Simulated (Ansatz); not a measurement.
LuTlTe2 in space group R-3m (No. 166; Lu on 3b, Tl on 3a, Te on 6c), plane-wave PAW r²SCAN (Ansatz code), all energies at zero smearing, with the estimated change up to a 700 eV cutoff added, with one set of potentials and settings (totals compare only within such a set). Cell of 4 atoms (1 Lu, 1 Tl, 2 Te): -40196.639 eV.

```
element                reference phase  E (eV/atom)
-------  -----------------------------  -----------
Lu       P6_3/mmc, 2 atoms in the cell  -14743.6978
Tl       P6_3/mmc, 2 atoms in the cell  -11458.5836
Te         P3_121, 3 atoms in the cell   -6994.8235
```

Formation energy per atom, worked out: (-40196.639 − 1×(-14743.6978) − 1×(-11458.5836) − 2×(-6994.8235))/4 = -1.178 eV/atom (-114 kJ per mol of atoms), at 0 K, without zero-point energy or fitted corrections.

The first step of the workflow began from a Materials Project structure, measured or hypothetical; the Crystallography Open Database copy checked does not list it. Its standing as an ambient phase is unchecked. Symmetry was held in the r²SCAN relaxation; its stability against distortions is not shown here. The references are the lowest solids computed at this level, not always the standard phases. Spin–orbit coupling is left out wherever it is not named.

Potentials: the later of the program's two PAW sets.
